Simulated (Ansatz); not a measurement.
**Ca-43 NMR of the central transition in Na2Ca2Si3O9**

Cell: a Materials Project structure (computed, not necessarily an observed phase), atoms as given.

Space group R3m:H (No. 160); a = 10.6266, c = 13.4294 Å, γ = 120.00°.

```csv
site,Wyckoff,site symmetry,x,y,z
Na1,9b,.m,0.1556,0.8444,0.3298
Na4,3a,3m,0.0000,0.0000,0.7546
Ca5,9b,.m,0.8484,0.1516,0.1633
Ca8,3a,3m,0.0000,0.0000,0.9978
Si9,9b,.m,0.1533,0.8467,0.5661
Si12,9b,.m,0.8486,0.1514,0.4355
O15,9b,.m,0.1199,0.8801,0.6768
O18,9b,.m,0.8813,0.1187,0.3253
O21,9b,.m,0.2398,0.7602,0.5520
O24,9b,.m,0.7611,0.2389,0.4484
O27,18c,1,0.2509,0.2508,0.5010
```

One atom of each set is listed; the run and its k-mesh use a cell of 32 atoms with edges of 7.59, 7.59, 7.59 Å.

Method: Kohn–Sham DFT in Ansatz, PBE, plane waves and PAW, scalar-relativistic, 420 eV cutoff, Γ-centred 3×3×3 k-points, Fermi–Dirac smearing 0.02 eV.

Ca-43 has I = 7/2 and Q = -40.80 mb (Pyykkö 2018); at 11.7 T its Larmor frequency is ν₀ = 33.6 MHz. Only the quadrupole interaction is simulated: positions count from each site's isotropic chemical shift, and J coupling is left out, as are shift anisotropy and dipolar coupling, which fast spinning averages.

Simulated pattern of one Ca site (fast magic-angle spinning, Gaussian broadening 0.07 kHz):

offset (kHz), height and a bar:
```
   -1.615          0 
   -1.551          4 #
   -1.488          6 ##
   -1.424          6 ##
   -1.360          6 ##
   -1.296          7 ##
   -1.233          7 ##
   -1.169          7 ##
   -1.105          7 ##
   -1.042         14 ####
   -0.978         72 #####################
   -0.914         75 #######################
   -0.850         54 ################
   -0.787         47 ##############
   -0.723         44 #############
   -0.659         43 #############
   -0.595         43 #############
   -0.532         45 #############
   -0.468         48 ##############
   -0.404         53 ################
   -0.341         65 ####################
   -0.277        100 ##############################
   -0.213         79 ########################
   -0.149          5 #
```

(1) Which |C_Q| and η does the pattern imply?

Results:

(1) The pattern spans 1.34 kHz before broadening and its centre of gravity is at -0.624 kHz, which fixes P_Q; the places of the horns and steps fix η. That gives P_Q = 2.87 MHz, |C_Q| = 2.87 MHz and η = 0.00, the values that the calculation gives site Ca8 (6 O at 2.29–2.35 Å). The other sites have |C_Q| = 4.96 MHz. The sign of C_Q can't be read from the pattern.

An axis of threefold or higher order runs through Ca8, so V_zz lies along it and η is zero.
